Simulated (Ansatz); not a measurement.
NaGeAu:
```
CELL_PARAMETERS angstrom
     -2.20678     3.62383     3.74078
      2.20678    -3.62383     3.74078
      2.20678     3.62383    -3.74078
ATOMIC_POSITIONS crystal
  Na 0.59275 0.59275 0.00000
  Na 0.22049 0.72049 0.50000
  Ge 0.64576 0.32254 0.32321
  Ge 0.99933 0.32254 0.67679
  Au 0.19980 0.99977 0.20003
  Au 0.79973 0.99977 0.79997
```

Relaxed with PBEsol. Special points in fractions of this cell's reciprocal vectors: Γ (0.000, 0.000, 0.000); X (0.500, 0.500, -0.500); F2 (0.337, 0.663, -0.337); Σ0 (-0.337, 0.337, 0.337); Y0 (0.485, -0.485, 0.485); U0 (0.515, 0.485, -0.485); R (0.000, 0.500, 0.000); W (0.250, 0.250, 0.250); S (0.500, 0.000, 0.000); T (0.000, 0.000, 0.500).

List the band energies nearest the Fermi level at these points for PBEsol in the plane-wave PAW code Ansatz.

In eV from the Fermi level; about four levels below and three above (degenerate sets whole), none deeper than 8.9 eV; points with the same levels are listed once.

| k | below | above |
|---|---|---|
| Γ | -3.19 -2.25 -2.16 -0.58 | 0.61 1.27 1.61 |
| X | -3.75 -2.94 -2.85 -1.09 | 1.96 2.69 3.25 3.26 |
| F2 | -3.11 -2.95 -1.99 -0.62 | 0.99 1.85 4.00 |
| Y0 | -3.75 -2.98 -2.81 -1.09 | 1.94 2.68 3.24 |
| R | -3.38 -2.16 -1.95 -1.25 | 0.80 1.40 2.59 |
| W | -3.32 -0.77 -0.26 -0.19 | 1.46 3.27 3.29 |
| S | -3.76 -2.30 -1.78 -0.52 | 0.08 1.44 1.57 |
| T | -2.87 -1.48 -1.43 -0.39 | 1.56 3.95 4.24 |

Space group Imm2. The workflow started from an entry of the Crystallography Open Database (COD). Whether it is the stable phase at ambient conditions was not checked. The PBEsol relaxation kept the symmetry of its start; whether a distortion lowers the energy is not shown. Scalar-relativistic: spin–orbit coupling is off unless named, which matters more the heavier the elements.

Potentials: the later of the program's two PAW sets.
